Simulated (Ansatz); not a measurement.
Sr₂NCl:
```
Sr2NCl
1.0
    1.94408     1.12242     7.03467
   -1.94408     1.12242     7.03467
    0.00000    -2.24483     7.03467
Sr N Cl
2 1 1
Cartesian
  0.00000   0.00000  16.24601
  0.00000   0.00000   4.85801
  0.00000   0.00000  10.55201
  0.00000   0.00000   0.00000
```

Plane-wave PAW r²SCAN (Ansatz code) gives a gap of 2.21 eV without spin–orbit coupling, maximum at F, minimum at F.

Problem. What happens when spin–orbit coupling is switched on?

Solution. The gap shrinks by 0.02 eV, to 2.19 eV; maximum at F, minimum at F.

Problem. Give the electron effective mass with spin–orbit coupling.

Solution. 0.42, 0.42, 1.3 mₑ (principal values).

Problem. Give the hole effective mass with spin–orbit coupling.

Solution. 1.6, 2.5, 7.6 mₑ (principal values).

Space group R-3m. The workflow started from a Materials Project entry (that database holds measured and hypothetical structures alike); the Crystallography Open Database files this formula in space group No. 166, but the cells were not matched. Whether it is the stable phase at ambient conditions was not checked. The cell was relaxed with r²SCAN under the symmetry of its start; whether a distortion lowers the energy is not shown.

Potentials: the later of the program's two PAW sets.
